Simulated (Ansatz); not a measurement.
Re2B:
```
Re2B
1.0
    4.17518     0.00000     0.00000
   -2.08759     3.61581     0.00000
    0.00000     0.00000     4.90177
B Re
2 4
Direct
  0.33333   0.66667   0.25000
  0.66667   0.33333   0.75000
  0.00000   0.00000   0.00000
  0.00000   0.00000   0.50000
  0.33333   0.66667   0.75000
  0.66667   0.33333   0.25000
```

Relaxed with PBE. Special points in fractions of this cell's reciprocal vectors: Γ (0.000, 0.000, 0.000); M (0.500, 0.000, 0.000); K (0.333, 0.333, 0.000); A (0.000, 0.000, 0.500); L (0.500, 0.000, 0.500); H (0.333, 0.333, 0.500).

**Question.** List the band energies nearest the Fermi level at these points for PBE with spin–orbit coupling (plane waves, PAW; program Ansatz).

**Answer.** In eV from the Fermi level; about four levels below and three above (degenerate sets whole), none deeper than 8.9 eV; points with the same levels are listed once.

```
k                    below                above
-  -----------------------  -------------------
Γ  -0.41 -0.41 -0.31 -0.31  0.66 0.66 0.67 0.67
M  -1.03 -1.03 -0.77 -0.77  0.67 0.67 0.74 0.74
K  -0.92 -0.92 -0.87 -0.87  0.20 0.20 0.40 0.40
A  -1.75 -1.75 -1.75 -1.75  0.61 0.61 0.61 0.61
L  -0.35 -0.35 -0.35 -0.35  0.08 0.08 0.08 0.08
H  -0.10 -0.10 -0.04 -0.04  0.01 0.01 0.21 0.21
```

Space group P6_3/mmc. A made-up cell: these elements were put on the sites of a structure type; neither database checked (COD, Materials Project) lists it. Whether it is the stable phase at ambient conditions was not checked. The PBE relaxation kept the symmetry of its start; its stability against distortions is not shown here. No spin polarisation was allowed.

Potentials: the earlier of the program's two PAW sets.
